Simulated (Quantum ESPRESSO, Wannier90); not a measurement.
**RbMgF3 (cubic perovskite), plane waves to Wannier functions**

Cell from Materials Project (mp-8402), symmetrised, no further relaxation. Not found in the COD (Crystallography Open Database) copy used; not checked further. Computed values, not measurements, from PBEsol: Quantum ESPRESSO (norm-conserving PseudoDojo potentials, cutoff 68 Ry, spinors with spin-orbit coupling) on a Γ-centred 6×6×6 mesh, then Wannier90. Density: 8×8×8 mesh, cold smearing 0.01 Ry.

On the energy scale of pw.x, whose zero is arbitrary, the valence-band maximum lies at 3.21 eV.

Input w.win:

```
num_bands = 2
num_wann = 2
exclude_bands = 3-70
spinors = true
num_iter = 1000
conv_tol = 1.0e-6
conv_window = 4
write_hr = true
write_u_matrices = true
auto_projections = true
begin unit_cell_cart
ang
    4.0569300000    0.0000000000    0.0000000000
    0.0000000000    4.0569300000    0.0000000000
    0.0000000000    0.0000000000    4.0569300000
end unit_cell_cart
begin atoms_frac
Rb   0.0000000000  0.0000000000  0.0000000000
Mg   0.5000000000  0.5000000000  0.5000000000
F    0.0000000000  0.5000000000  0.5000000000
F    0.5000000000  0.0000000000  0.5000000000
F    0.5000000000  0.5000000000  0.0000000000
end atoms_frac
mp_grid = 6 6 6
begin kpoints
0.0000000000 0.0000000000 0.0000000000
0.0000000000 0.0000000000 0.1666666667
0.0000000000 0.0000000000 0.3333333333
... (213 more lines: the 6x6x6 mesh through Gamma)
end kpoints
```

Input of pw2wannier90.x that gives the overlap and projection files (equivalent; here they were cut from one run over all bands):

```
&inputpp
  outdir = './out'
  prefix = 'pwscf'
  seedname = 'w'
  write_amn = .true.
  write_mmn = .true.
  atom_proj = .true.
  atom_proj_exclude = 1 2 3 4 5 6 7 8 9 10 13 14 15 16 17 18 19 20 21 22 23 24 25 26 27 28 29 30 31 32 33 34 35 36 37 38 39 40 41 42 43 44
/
```

Output w.wout (banner and timings cut):

```
                                    ------
                                    SYSTEM
                                    ------

                              Lattice Vectors (Ang)
                    a_1     4.056930   0.000000   0.000000
                    a_2     0.000000   4.056930   0.000000
                    a_3     0.000000   0.000000   4.056930

                   Unit Cell Volume:      66.77172  (Ang^3)

                        Reciprocal-Space Vectors (Ang^-1)
                    b_1     1.548754   0.000000   0.000000
                    b_2     0.000000   1.548754   0.000000
                    b_3     0.000000   0.000000   1.548754

 *----------------------------------------------------------------------------*
 |   Site       Fractional Coordinate          Cartesian Coordinate (Ang)     |
 +----------------------------------------------------------------------------+
 | rb   1   0.00000   0.00000   0.00000   |    0.00000   0.00000   0.00000    |
 | mg   1   0.50000   0.50000   0.50000   |    2.02847   2.02847   2.02847    |
 | f    1   0.00000   0.50000   0.50000   |    0.00000   2.02847   2.02847    |
 | f    2   0.50000   0.00000   0.50000   |    2.02847   0.00000   2.02847    |
 | f    3   0.50000   0.50000   0.00000   |    2.02847   2.02847   0.00000    |
 *----------------------------------------------------------------------------*
                                ------------
                                K-POINT GRID
                                ------------

             Grid size =  6 x  6 x  6      Total points =  216

 *---------------------------------- MAIN ------------------------------------*
 |  Number of Wannier Functions               :                 2             |
 |  Number of Objective Wannier Functions     :                 2             |
 |  Number of input Bloch states              :                 2             |
 |  Output verbosity (1=low, 5=high)          :                 1             |
 |  Timing Level (1=low, 5=high)              :                 1             |
 |  Optimisation (0=memory, 3=speed)          :                 3             |
 |  Length Unit                               :               Ang             |
 |  Post-processing setup (write *.nnkp)      :                 F             |
 |  Using Gamma-only branch of algorithms     :                 F             |
 *----------------------------------------------------------------------------*
 *------------------------------- WANNIERISE ---------------------------------*
 |  Total number of iterations                :              1000             |
 |  Number of CG steps before reset           :                 5             |
 |  Trial step length for line search         :             2.000             |
 |  Convergence tolerence                     :         0.100E-05             |
 |  Convergence window                        :                 4             |
 |  Iterations between writing output         :                 1             |
 |  Iterations between backing up to disk     :               100             |
 |  Write r^2_nm to file                      :                 F             |
 |  Write xyz WF centres to file              :                 F             |
 |  Write on-site energies <0n|H|0n> to file  :                 F             |
 |  Use guiding centre to control phases      :                 F             |
 |  Use phases for initial projections        :                 F             |
 *----------------------------------------------------------------------------*
 *-------------------------------- PLOTTING ----------------------------------*
 |  Plotting Hamiltonian in WF basis          :                 T             |
 *----------------------------------------------------------------------------*

 *---------------------------------- K-MESH ----------------------------------*
 +----------------------------------------------------------------------------+
 |                    Distance to Nearest-Neighbour Shells                    |
 |                    ------------------------------------                    |
 |          Shell             Distance (Ang^-1)          Multiplicity         |
 |          -----             -----------------          ------------         |
 |             1                   0.258126                      6            |
 |             2                   0.365045                     12            |
 |             3                   0.447087                      8            |
 |             4                   0.516251                      6            |
 |             5                   0.577186                     24            |
 |             6                   0.632276                     24            |
 |             7                   0.730089                     12            |
 |             8                   0.774377                     30            |
       ... (lines left out)
 +----------------------------------------------------------------------------+
 | The b-vectors are chosen automatically                                     |
 | The following shells are used:                       1                     |
 +----------------------------------------------------------------------------+
 |                        Shell   # Nearest-Neighbours                        |
 |                        -----   --------------------                        |
 |                          1               6                                 |
 +----------------------------------------------------------------------------+
 | Completeness relation is fully satisfied [Eq. (B1), PRB 56, 12847 (1997)]  |
 +----------------------------------------------------------------------------+
 |                  b_k Vectors (Ang^-1) and Weights (Ang^2)                  |
 |                  ----------------------------------------                  |
 |            No.         b_k(x)      b_k(y)      b_k(z)        w_b           |
 |            ---        --------------------------------     --------        |
 |             1         0.000000    0.000000    0.258126     7.504259        |
 |             2         0.000000    0.258126    0.000000     7.504259        |
 |             3         0.258126    0.000000    0.000000     7.504259        |
 |             4         0.000000    0.000000   -0.258126     7.504259        |
 |             5         0.000000   -0.258126    0.000000     7.504259        |
 |             6        -0.258126    0.000000    0.000000     7.504259        |
 +----------------------------------------------------------------------------+
 |                           b_k Directions (Ang^-1)                          |
 |                           -----------------------                          |
 |            No.           x           y           z                         |
 |            ---        --------------------------------                     |
 |             1         0.000000    0.000000    0.258126                     |
 |             2         0.000000    0.258126    0.000000                     |
 |             3         0.258126    0.000000    0.000000                     |
 +----------------------------------------------------------------------------+

 Starting a new Wannier90 calculation ...

 Reading overlaps from w.mmn

 Reading projections from w.amn

 *------------------------------- WANNIERISE ---------------------------------*
 +--------------------------------------------------------------------+<-- CONV
 | Iter  Delta Spread     RMS Gradient      Spread (Ang^2)            |<-- CONV
 +--------------------------------------------------------------------+<-- CONV

 ------------------------------------------------------------------------------
 Initial State
  WF centre and spread    1  (  2.028465,  2.028465,  2.028465 )     0.16026606
  WF centre and spread    2  (  2.028465,  2.028465,  2.028465 )     0.16026606
  Sum of centres and spreads (  4.056930,  4.056930,  4.056930 )     0.32053211

      0     0.321E+00     0.0000000000        0.3205321020  <-- CONV
        O_D=      0.0000000 O_OD=      0.0000000 O_TOT=      0.3205321 <-- SPRD
 ------------------------------------------------------------------------------
      1     0.000E+00     0.0000000001        0.3205321020  <-- CONV
        O_D=      0.0000000 O_OD=      0.0000000 O_TOT=      0.3205321 <-- SPRD
      2     0.000E+00     0.0000000001        0.3205321020  <-- CONV
        O_D=      0.0000000 O_OD=      0.0000000 O_TOT=      0.3205321 <-- SPRD
      3     0.000E+00     0.0000000001        0.3205321020  <-- CONV
        O_D=      0.0000000 O_OD=      0.0000000 O_TOT=      0.3205321 <-- SPRD
      4     0.000E+00     0.0000000001        0.3205321020  <-- CONV
        O_D=      0.0000000 O_OD=      0.0000000 O_TOT=      0.3205321 <-- SPRD
             <<<     Delta < 1.000E-06  over  4 iterations     >>>
             <<< Wannierisation convergence criteria satisfied >>>
 Final State
  WF centre and spread    1  (  2.028465,  2.028465,  2.028465 )     0.16026606
  WF centre and spread    2  (  2.028465,  2.028465,  2.028465 )     0.16026606
  Sum of centres and spreads (  4.056930,  4.056930,  4.056930 )     0.32053211

         Spreads (Ang^2)       Omega I      =     0.320532102
        ================       Omega D      =     0.000000000
                               Omega OD     =     0.000000000
    Final Spread (Ang^2)       Omega Total  =     0.320532102
```
